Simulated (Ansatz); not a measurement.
# Bands of SrCl2

```
Sr Cl
1.0
     0.00000    3.49975    3.49975
     3.49975    0.00000    3.49975
     3.49975    3.49975    0.00000
Sr Cl
1 2
Cartesian
  0.0000 0.0000 0.0000
  5.2496 5.2496 5.2496
  1.7499 1.7499 1.7499
```

Atoms are numbered in the order listed.

Structure from Materials Project entry mp-23209 (possibly hypothetical), not relaxed further.

Theory: DFT, PBE, all-electron LAPW, scalar-relativistic in Ansatz 0.2.0.

Sampling and basis: a Γ-centred 6×6×6 k mesh, Fermi–Dirac smearing of 0.02 eV, basis error target 0.5 meV/atom, no spin polarisation.

Points in fractions of the reciprocal vectors of this cell: Γ (0, 0, 0), X (0.5, 0, 0.5), U (0.625, 0.25, 0.625), K (0.375, 0.375, 0.75), L (0.5, 0.5, 0.5), W (0.5, 0.25, 0.75). The path joins them by straight lines in the order Γ–X–U–K–Γ–L–W–X; legs that retrace an earlier one aren't tabulated. Energies are in eV from the top of the valence band.

Q: List the levels at U between -5 and 5 eV.

A: -2.51, -1.88, -1.69, -0.70, -0.52, -0.11.

Q: List the levels at L between -5 and 5 eV.

A: -1.53 (×2), -1.47, -1.30, -1.03 (×2).

Q: List the levels at X between -5 and 5 eV.

A: -2.71, -1.85 (×2), -0.39 (×2), 0.00.

Q: What is the band gap?

A: 5.31 eV, indirect from X (0.5, 0, 0.5) to Γ.
